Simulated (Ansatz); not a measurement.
Data:

CaCu2S2:
```xyz
5
Lattice="3.8944 0.0000 0.0000 -1.9472 3.3727 0.0000 0.0000 0.0000 6.5063" Properties=species:S:1:pos:R:3 pbc="T T T"
Cu     0.0000     2.2484     2.4358
Cu     1.9472     1.1242     4.0705
Ca     0.0000     0.0000     0.0000
S      0.0000     2.2484     4.8222
S      1.9472     1.1242     1.6841
```

This is the r²SCAN-relaxed structure. x, y and z are the axes in which the lattice vectors are written.

Problem. All from r²SCAN in the plane-wave PAW code Ansatz, unless another level is named. Estimate the hole effective mass, band 1 of 2 at the edge.

Solution. 0.96 along x, 1.3 along z (mₑ).

Problem. What about the band gap?

Solution. 1.62 eV (direct).

Problem. And the formation energy from the elements (no fitted shifts)?

Solution. -106 kJ/mol of atoms.

Problem. And the valence-band maximum?

Solution. at Γ.

Space group P-3m1. The workflow started from an entry of the Crystallography Open Database (COD, 293 K). Its standing as an ambient phase is unchecked. Symmetry was held in the r²SCAN relaxation; its stability against distortions is not shown here. The run is not spin-polarised. The references are the lowest solids computed at this level, not always the standard phases.

Potentials: the later of the program's two PAW sets.
